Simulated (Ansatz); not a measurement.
C:
```yaml
crystal:
  lattice:
    - [2.50983, 0.00000, 0.00000]
    - [-1.25491, 2.17357, 0.00000]
    - [0.00000, 0.00000, 8.28029]
  atoms:
    - { symbol: C, position: [0.00000, 0.00000, 0.59294] }
    - { symbol: C, position: [0.00000, 0.00000, 0.40706] }
    - { symbol: C, position: [0.00000, 0.00000, 0.09294] }
    - { symbol: C, position: [0.00000, 0.00000, 0.90706] }
    - { symbol: C, position: [0.33333, 0.66667, 0.34450] }
    - { symbol: C, position: [0.66667, 0.33333, 0.65550] }
    - { symbol: C, position: [0.66667, 0.33333, 0.84450] }
    - { symbol: C, position: [0.33333, 0.66667, 0.15550] }
```

Relaxed with r²SCAN. Independent-particle spectrum: no excitons, no local fields, no scissors shift; 0.1 eV broadening; ε₁ of the summed bands alone.

Question: Tabulate the dielectric function from r²SCAN (plane waves, PAW; program Ansatz).

Answer: 

```
E (eV)  ε₁ xx  ε₂ xx  ε₁ zz  ε₂ zz
------  -----  -----  -----  -----
0.0      5.46   0.00   5.65   0.00
0.4      5.47   0.00   5.65   0.00
0.8      5.48   0.00   5.67   0.00
1.2      5.51   0.00   5.71   0.00
1.6      5.55   0.00   5.76   0.00
2.0      5.61   0.00   5.82   0.00
2.4      5.68   0.00   5.90   0.00
2.8      5.76   0.00   6.00   0.00
3.2      5.87   0.00   6.13   0.00
3.6      5.99   0.00   6.29   0.00
4.0      6.15   0.00   6.48   0.00
4.4      6.33   0.00   6.71   0.00
4.8      6.56   0.00   7.03   0.00
5.2      6.86   0.00   7.46   0.00
5.6      7.28   0.00   8.24   0.11
6.0      7.83   0.32   9.10   0.76
6.4      8.22   0.57   9.26   1.91
6.8      8.85   0.82   9.20   2.71
7.2      9.89   2.44   9.03   3.41
7.6      8.87   2.96   8.74   4.00
8.0      8.86   3.05   8.35   4.42
8.4      9.35   3.39   8.17   4.46
8.8      9.42   3.79   8.30   4.50
9.2     10.15   4.12   8.76   4.63
9.6     11.45   5.19   9.65   4.98
10.0    12.37   7.61  11.12   5.95
10.4    12.10  11.03  14.76   9.40
10.8     8.85  13.79  10.33  18.66
11.2     7.14  14.04   3.01  16.75
11.6     4.06  18.40   0.59  14.62
12.0    -0.33  15.99  -2.60  13.67
```

Question: From ε at 7.5 eV (xx: 8.96 + 2.96i), find n, k, the normal reflectivity and the absorption coefficient.

Answer: n = 3.03, k = 0.488, R = 26 %, α = 2kE/ħc = 370000 cm⁻¹.

With all bands, ε∞ without local fields is 5.63 (xx = yy), 5.84 (zz). DFPT, with local fields, gives 5.68 (xx = yy), 5.91 (zz).

Space group P6_3/mmc. The workflow started from a Materials Project entry (that database holds measured and hypothetical structures alike). Its sites differ from those of the usual phase in this space group: another stacking or structure type. The cell was relaxed with r²SCAN under the symmetry of its start; phonons on a q-mesh show no instability.

Potentials: the earlier of the program's two PAW sets.
